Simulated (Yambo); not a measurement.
Yambo run on PdCl2 (space group P2_1/c, No. 14). The wavefunctions are norm-conserving PBEsol (Quantum ESPRESSO, 82 Ry, no spin-orbit coupling) ones on a 2×4×2 mesh (32 occupied bands); a = 5.4608 Å, b = 3.9442 Å, c = 6.4597 Å, α = γ = 90.00°, β = 107.08°.

Yambo input:

```
rim_cut
gw0
dyson
el_el_corr
HF_and_locXC
ppa
em1d
RandQpts= 1000000
RandGvec= 1 Ry
EXXRLvcs= 82 Ry
VXCRLvcs= 328 Ry
Chimod= "HARTREE"
% BndsRnXp
 9 | 261 |
%
NGsBlkXp= 3 Ry
% LongDrXp
 1.0 | 1.0 | 1.0 |
%
PPAPntXp= 27.2114 eV
% GbndRnge
 1 | 261 |
%
GTermKind= "BG"
DysSolver= "n"
ExtendOut
% QPkrange
 7 | 7 | 32 | 32 |
 8 | 8 | 32 | 33 |
%
```

k points by index: 7 = (-0.5, 0, 0), 8 = (-0.5, 0, -0.5).

Resulting energies as the program prints them:

```
#    K-point    Band    Eo [eV]    E [eV]    E-Eo [eV]    Vxc [eV]    Vnlxc [eV]    Sc|Eo [eV]    Sc|E [eV]    dSc/dw|Eo [eV]    Re(Z)    Im(Z)
#
    7    32    0.000000    -0.482813    -0.482813    -19.97464    -24.94330    4.355043    4.485854    -7.370270    0.786871    -0.001444
    8    32    -0.537532    -1.056579    -0.519047    -19.63859    -24.79465    4.493350    4.637013    -7.529296    0.783269    -0.001521
    8    33    0.604303    1.460021    0.855719    -19.53247    -15.88116    -2.577973    -2.795597    -6.919635    0.797260    -0.001348
```
(The two width columns are left out.) Convergence of these settings isn't established.

Geometry relaxed with PBE+D3(BJ).

The structure is a Materials Project entry; no match was found in the copy of COD used, and its stability was not checked.
